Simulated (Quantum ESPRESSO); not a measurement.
Space group Pm-3m (No. 221); a = b = c = 3.913 Å, α = β = γ = 90.00°

| atom | site | symmetry | x | y | z |
|---|---|---|---|---|---|
| O | 3c | 4/mm.m | 0.0000 | 0.5000 | 0.5000 |
| Ti | 1b | m-3m | 0.5000 | 0.5000 | 0.5000 |
| Sr | 1a | m-3m | 0.0000 | 0.0000 | 0.0000 |

The geometry is that of Materials Project entry mp-5229, symmetrised and not relaxed again.

What does PBEsol (pw.x of Quantum ESPRESSO, ONCV potentials, no spin-orbit coupling) give for the electronic structure near the Fermi level?

The PBEsol gap is indirect, 1.84 eV, from R to Γ; the smallest direct gap is 2.21 eV. The cell is held in this high symmetry; tilts and polar distortions were not searched.
